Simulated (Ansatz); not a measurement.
All numbers below come from Ansatz, DFT PBE, scalar-relativistic, plane waves, PAW. Plane waves to 420 eV, a 12×12×4 mesh through Γ for the 12-atom cell and 0.10 eV Gaussian smearing; no spin polarisation.

The zero of energy is the elements' standard structures at the same level; no fitted shifts are applied.

Question: Find a candidate tetragonal metal with formula ZrTi5C6, with a formation energy near −0.78 eV/atom and a density near 5.20 g/cm³, in a cell of 12 atoms.

Answer: ZrTi5C6, space group P4/mmm (No. 123). Zr is surrounded by 6 C at 2.21–2.31 Å, 4 Zr at 3.12 Å and 8 Ti at 3.19 Å; Ti on a site of symmetry 4mm has 6 C at 2.13–2.21 Å; Ti on a second site of symmetry 4mm has 6 C at 2.13–2.30 Å, 8 Ti at 3.08–3.12 Å and 4 Zr at 3.19 Å; around C on a site of symmetry 4mm lie 5 Ti at 2.13–2.21 Å and 1 Zr at 2.31 Å; 4 more sites not described.

```cif
data_structure
_symmetry_space_group_name_H-M 'P4/mmm'
_symmetry_Int_Tables_number 123
_cell_length_a 3.1239
_cell_length_b 3.1239
_cell_length_c 13.1799
_cell_angle_alpha 90.000
_cell_angle_beta 90.000
_cell_angle_gamma 90.000
_cell_volume 128.62
loop_
_atom_site_label
_atom_site_type_symbol
_atom_site_symmetry_multiplicity
_atom_site_Wyckoff_symbol
_atom_site_fract_x
_atom_site_fract_y
_atom_site_fract_z
_atom_site_occupancy
Zr1 Zr 1 a 0.00000 0.00000 0.00000 1
Ti1 Ti 2 g 0.00000 0.00000 0.66264 1
Ti2 Ti 2 h 0.50000 0.50000 0.82515 1
Ti3 Ti 1 d 0.50000 0.50000 0.50000 1
C1 C 2 g 0.00000 0.00000 0.82457 1
C2 C 1 c 0.50000 0.50000 0.00000 1
C3 C 2 h 0.50000 0.50000 0.33669 1
C4 C 1 b 0.00000 0.00000 0.50000 1
```

- Volume per atom: 10.72 Å³
- Density: 5.20 g/cm³
- Energy over the elements: −0.78 eV/atom
- Gap on the 12×12×4 mesh of the 12-atom cell: 0 eV (a metal)

The cell was found from a structure generator's guess, not taken from experiment. The answer needn't be unique; the calculation gave this one.

The reference form of C is held partly by dispersion forces, which this level lacks. A later test with randomly moved atoms came back to the same energy, though modes that don't fit the test's cell weren't probed.
